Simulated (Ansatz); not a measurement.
**Notes on Al$_{2}$Sn$_{2}$Ge$_{3}$**

```
Sn Al Ge
1.0
     0.00000    0.00000    4.54846
     4.10778    0.00000    0.00000
     2.05389    9.10567   -2.27423
Sn Al Ge
2 2 3
Direct
  0.35840 0.64160 0.71680
  0.64160 0.35840 0.28320
  0.43510 0.06490 0.87020
  0.56490 0.93510 0.12980
  0.00000 0.50000 0.00000
  0.18320 0.81680 0.36640
  0.81680 0.18320 0.63360
```

Single point in Ansatz 0.2.0 with PBE, no spin polarisation. Cutoff 420 eV, PAW datasets, 7×7×7 Γ-centred k mesh, fermi-dirac filling (width 0.0385 eV).

(1) Which element gives electrons and which takes them?

(2) What is the formation energy?

(3) Is the cell too large or too small?

(4) Where is the largest force?

(5) What happens at the Fermi level?

Origin: a known structure type with other elements, at an estimated volume, so it need not be a known compound. Caveats: atoms or cell far from equilibrium.

## Answers

(1) Bader charges in e: Al +1.20, Sn -0.84, Ge -0.03. In the mean Al gives up most and Sn takes most. There is one density maximum away from the nuclei.

(2) 0.55 eV an atom against the elements' usual phases (free molecules for gases, crystals otherwise, with no correction for O₂ or N₂), so at this geometry it isn't bound against them. Relaxing would lower it.

(3) The pressure is 2.4 GPa (compression positive), so with the atoms held at these fractions the cell would first expand; the forces are large, so a full relaxation may end otherwise. The principal stresses -5.2, 4.0, 8.5 GPa differ, so its shape would change too.

(4) The largest is on Sn2 (and as large on other atoms): 2.37 eV/Å, components (0.00, 2.37, 0.00). It makes 124° with the line to a nearest neighbour, Al4 at 2.48 Å.

(5) It is a metal, with about 3.7 states/eV a cell as the mean within 0.25 eV of the Fermi level, mostly Ge p (55 %), Sn p (17 %) and Al p (12 %).
